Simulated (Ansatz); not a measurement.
Relaxed-ion elastic tensor of AlN (zinc blende, space group No. 216) in GPa (Voigt order), PBEsol in the plane-wave PAW code Ansatz; density 3.25 g/cm³, 10.48 Å³ per atom.

|  | 1 | 2 | 3 | 4 | 5 | 6 |
|---|---|---|---|---|---|---|
| 1 | 286 | 158 | 158 | 0.0 | 0.0 | 0.0 |
| 2 | 158 | 286 | 158 | 0.0 | 0.0 | 0.0 |
| 3 | 158 | 158 | 286 | 0.0 | 0.0 | 0.0 |
| 4 | 0.0 | 0.0 | 0.0 | 179 | 0.0 | 0.0 |
| 5 | 0.0 | 0.0 | 0.0 | 0.0 | 179 | 0.0 |
| 6 | 0.0 | 0.0 | 0.0 | 0.0 | 0.0 | 179 |

Task: Is the crystal mechanically stable?

Result: Yes: the smallest eigenvalue of C is 129 GPa.

Task: Work out the Voigt, Reuss and Hill averages.

Result: K_V = 201, K_R = 201, K_H = 201; G_V = 133, G_R = 105, G_H = 119 GPa.

Task: Give Young's modulus, Poisson's ratio, Pugh's ratio and the universal anisotropy index.

Result: E = 9KG/(3K + G) = 298 GPa; ν = 0.25; K/G = 1.69 (near the Pugh limit of 1.75, no verdict); A_U = 5G_V/G_R + K_V/K_R − 6 = 1.37.

Task: Estimate the sound speeds and the Debye temperature.

Result: v_l = √((K + 4G/3)/ρ) = 10500 m/s, v_t = √(G/ρ) = 6050 m/s, mean 6720 m/s; Θ = (h/k)(3n/4πV)^(1/3) v_m = 914 K.

Task: Give the Zener ratio and Young's modulus along [100], [110] and [111].

Result: A = 2C44/(C11 − C12) = 2.78; 1/E = S11 − 2(S11 − S12 − S44/2)Γ with Γ = 0, 1/4, 1/3 gives 174, 308, 414 GPa.

Task: Solve the Christoffel equation for the three sound speeds along [100], [110], [111].

Result: Eigenvalues of C_ijkl n_j n_l equal ρv² (piezoelectric stiffening left out). In km/s, slowest first: [100] 7.43, 7.43, 9.39; [110] 4.45, 7.43, 11.12; [111] 5.62, 5.62, 11.64.

Space group F-43m (zinc blende). Symmetry was held in the PBEsol relaxation.

Potentials: the earlier of the program's two PAW sets. The files were generated under PBE; for other functionals the program regenerates the frozen cores, and for LDA and PBEsol the local potential too.
